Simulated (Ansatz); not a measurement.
Q: I (molecular I2 type, Cmce) is relaxed with plane-wave PAW PBE+D3(BJ) (Ansatz code). What lattice parameters of the conventional cell result?

A: a = 7.345 Å, b = 4.487 Å, c = 9.642 Å.

Q: Give the free coordinates with the occupied sites.

A: In one choice of origin and axes:

| atom | site | symmetry | x | y | z |
|---|---|---|---|---|---|
| I | 8f | m.. | 0.0000 | 0.1714 | 0.1224 |

Q: Is it a metal or does it have a gap at this level?

A: A gap of 0.83 eV, indirect.

The cell was relaxed with PBE+D3(BJ) under the symmetry of its start. Spin–orbit coupling is left out wherever it is not named.

Potentials: the later of the program's two PAW sets.
